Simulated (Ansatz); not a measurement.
Values for one crystal, relaxed and computed with PBEsol (plane waves, PAW; program Ansatz); other levels are named.

- Volume per atom = 12.22 Å³
- Electronic character = metallic (no gap)
- Elastic constants (relaxed ions, GPa) = C11 = 540, C12 = 103, C44 = 174
- Highest zone-centre frequency = 13.65 THz
- Zone-centre stability = no imaginary mode at Γ
- Bulk modulus (Birch–Murnaghan fit) = 248 GPa
- Poisson's ratio = 0.19

**Question.** Pick the material that matches.
A. Sb2Au, fluorite or antifluorite type
B. Ag2O, Pn-3m (Ag on 4c, O on 2a)
C. HfC, rock salt
D. EuO, rock salt

**Answer.** C, HfC, rock salt

Space group Fm-3m (rock salt). The cell was relaxed with PBEsol under the symmetry of its start. No spin polarisation was allowed. As this level gives no gap, shear constants depend on the k-mesh and smearing (Fermi–Dirac, 0.1 eV here). As this level gives no gap, phonon frequencies hold no LO–TO term and depend on the k-mesh and smearing (Fermi–Dirac, 0.1 eV here). Spin–orbit coupling is left out wherever it is not named.

Potentials: the later of the program's two PAW sets.
